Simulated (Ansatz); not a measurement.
NaLaO₂:
```yaml
crystal:
  lattice:
    - [-2.38375, 2.38375, 5.68732]
    - [2.38375, -2.38375, 5.68732]
    - [2.38375, 2.38375, -5.68732]
  atoms:
    - { symbol: Na, position: [0.50000, 0.50000, 0.00000] }
    - { symbol: Na, position: [0.25000, 0.75000, 0.50000] }
    - { symbol: La, position: [0.00000, 0.00000, 0.00000] }
    - { symbol: La, position: [0.75000, 0.25000, 0.50000] }
    - { symbol: O, position: [0.21473, 0.21473, 0.00000] }
    - { symbol: O, position: [0.96473, 0.46473, 0.50000] }
    - { symbol: O, position: [0.53527, 0.03527, 0.50000] }
    - { symbol: O, position: [0.78527, 0.78527, 0.00000] }
```

Relaxed with PBEsol.

Problem. Give the Bader charges and basin volumes of the independent atoms, PBEsol in the plane-wave PAW code Ansatz.

Solution. 

| atom | Bader charge (e) | Bader volume (Å³) |
|---|---|---|
| Na1 | +0.84 | 9.4 |
| La3 | +1.96 | 19.4 |
| O5 | -1.40 | 17.9 |

Space group I4_1/amd. The workflow started from a Materials Project entry (that database holds measured and hypothetical structures alike); the Crystallography Open Database copy checked does not list it. Whether it is the stable phase at ambient conditions was not checked. The PBEsol relaxation kept the symmetry of its start; whether a distortion lowers the energy is not shown. Spin–orbit coupling is left out wherever it is not named.

Potentials: the later of the program's two PAW sets.
